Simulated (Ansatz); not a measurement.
Consider the following.

Pb (fcc (Cu type), space group No. 225), a = 4.882 Å, b = 4.882 Å, c = 4.882 Å, α = 90.00°, β = 90.00°, γ = 90.00°; the cell used has 1 atom.

This is the LDA-relaxed structure.

Question: All from the program Ansatz at the LDA level (PAW), unless another level is named. Estimate the Poisson's ratio.

Answer: 0.39.

Question: Next, the elastic constants (relaxed ions, GPa)?

Answer: C11 = 59.5, C12 = 48.2, C44 = 19.5.

Space group Fm-3m (fcc (Cu type)). Symmetry was held in the LDA relaxation. As this level gives no gap, shear constants depend on the k-mesh and smearing (Fermi–Dirac, 0.1 eV here). Scalar-relativistic: spin–orbit coupling is off unless named, which matters more the heavier the elements.

Potentials: the earlier of the program's two PAW sets. The files were generated under PBE; for other functionals the program regenerates the frozen cores, and for LDA and PBEsol the local potential too.
